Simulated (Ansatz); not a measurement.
**YSF: levels and charges under dearer methods**

A database entry relaxed whole under r2SCAN at zero pressure (P6_3/mmc, No. 194):

```
CELL_PARAMETERS angstrom
4.04004 0.00000 0.00000
-2.02002 3.49878 0.00000
0.00000 0.00000 16.77956
ATOMIC_POSITIONS crystal
Y 0.00000 0.00000 0.00000
Y 0.00000 0.00000 0.50000
Y 0.33333 0.66667 0.25000
Y 0.66667 0.33333 0.75000
S 0.33333 0.66667 0.08610
S 0.66667 0.33333 0.58610
S 0.33333 0.66667 0.41390
S 0.66667 0.33333 0.91390
F 0.00000 0.00000 0.25000
F 0.00000 0.00000 0.75000
F 0.33333 0.66667 0.75000
F 0.66667 0.33333 0.25000
```

Its volume is 19.77 Å³ an atom, -0.6 % against the entry's 19.88, a cell as deposited in COD (1973).

Single points on this cell with plane-wave PAW DFT (Ansatz 0.2.0; r2SCAN 500 eV, hybrids 420 eV; fermi-dirac occupations of width 0.020 eV; no moments): r2SCAN on a 12×12×2 Γ-centred mesh; HSE06 on a 6×6×2 Γ-centred mesh; PBE0 on a 6×6×2 Γ-centred mesh.

Question: How do gap, pressure and charges move from level to level?

Answer: The runs give:

```json
{"level": "r2SCAN", "gap (eV), or kind": "2.97", "pressure (GPa)": "0.0", "Bader charge of Y (e)": "+2.20", "Bader charge of S (e)": "-1.38", "Bader charge of F (e)": "-0.82"}
{"level": "HSE06", "gap (eV), or kind": "3.58", "pressure (GPa)": "-0.1", "Bader charge of Y (e)": "+2.22", "Bader charge of S (e)": "-1.39", "Bader charge of F (e)": "-0.83"}
{"level": "PBE0", "gap (eV), or kind": "4.29", "pressure (GPa)": "-0.2", "Bader charge of Y (e)": "+2.22", "Bader charge of S (e)": "-1.39", "Bader charge of F (e)": "-0.83"}
```

Under r2SCAN the gap is 2.97 eV, over mesh and band path. HSE06 moves it by +0.60 eV and PBE0 by +1.31 eV; PBE0 keeps its exact exchange at long range, which widens the gap over HSE06's by 0.71 eV on their common mesh.

Caveats: the relaxation kept the start's symmetry; HSE06 is read on its mesh and at the zone's corners, PBE0 on its mesh alone; hybrid pressures are good to a few tenths of a GPa; pressure is positive in compression.
